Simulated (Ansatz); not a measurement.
Sb$_{2}$Se$_{3}$ (La2O3 or Ni2Al3 type, P-3m1), plane-wave PAW PBE (Ansatz code), all energies at zero smearing, with the estimated change up to a 700 eV cutoff added, with one set of potentials and settings (totals compare only within such a set). Cell of 5 atoms (2 Sb, 3 Se): -29377.715 eV.

```json
[
 {"element": "Sb", "reference phase": "R-3m, 2 atoms in the cell", "E (eV/atom)": "-6484.5760"},
 {"element": "Se", "reference phase": "P3_121, 3 atoms in the cell", "E (eV/atom)": "-5469.0896"}
]
```

Formation energy per atom, worked out: (-29377.715 − 2×(-6484.5760) − 3×(-5469.0896))/5 = -0.259 eV/atom (-25 kJ per mol of atoms), at 0 K, without zero-point energy or fitted corrections.

The cell is a constructed one: a structure type filled with these elements; neither database checked (COD, Materials Project) lists it. It is not the phase usual at ambient conditions (space group No. 62). Symmetry was held in the PBE relaxation; whether a distortion lowers the energy is not shown. The references are the lowest solids computed at this level, not always the standard phases. Scalar-relativistic: spin–orbit coupling is off unless named, which matters more the heavier the elements.

Potentials: the earlier of the program's two PAW sets.
